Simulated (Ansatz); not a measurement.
CaPd5:
```cif
data_CaPd5
_chemical_formula_sum 'Ca1 Pd5'
_space_group_name_H-M_alt 'P6/mmm'
_space_group_IT_number 191
_space_group_name_Hall '-P 6 2'
_cell_length_a 5.29472
_cell_length_b 5.29472
_cell_length_c 4.42319
_cell_angle_alpha 90.000
_cell_angle_beta 90.000
_cell_angle_gamma 120.000
loop_
_atom_site_label
_atom_site_type_symbol
_atom_site_symmetry_multiplicity
_atom_site_Wyckoff_symbol
_atom_site_fract_x
_atom_site_fract_y
_atom_site_fract_z
_atom_site_occupancy
Ca1 Ca 1 a 0.00000 0.00000 0.00000 1
Pd1 Pd 3 g 0.50000 0.50000 0.50000 1
Pd2 Pd 2 c 0.33333 0.66667 0.00000 1
```

Relaxed with r²SCAN.

**Question.** Tabulate the valence density and the electron localisation function along the shortest Ca–Pd contact (3.06 Å), DFT-r²SCAN in the program Ansatz with PAW potentials.

**Answer.** 

| distance from Ca (Å) | density (e/Å³) | ELF |
|---|---|---|
| 0.31 | 5.78 | 0.82 |
| 0.46 | 4.30 | 0.86 |
| 0.61 | 2.62 | 0.86 |
| 0.76 | 1.31 | 0.79 |
| 0.92 | 0.57 | 0.56 |
| 1.07 | 0.25 | 0.18 |
| 1.22 | 0.14 | 0.05 |
| 1.38 | 0.12 | 0.07 |
| 1.53 | 0.14 | 0.16 |
| 1.68 | 0.19 | 0.25 |
| 1.83 | 0.29 | 0.28 |
| 1.99 | 0.52 | 0.32 |
| 2.14 | 1.04 | 0.41 |
| 2.29 | 2.51 | 0.52 |
| 2.45 | 5.57 | 0.55 |
| 2.60 | 9.32 | 0.51 |
| 2.75 | 12.13 | 0.39 |

The density is the valence pseudo-density with augmentation charge, so density and ELF within about 1 Å of a nucleus are not all-electron values.

The workflow started from an entry of the Crystallography Open Database (COD). Whether it is the stable phase at ambient conditions was not checked. Symmetry was held in the r²SCAN relaxation; its stability against distortions is not shown here. No spin polarisation was allowed.

Potentials: the later of the program's two PAW sets.
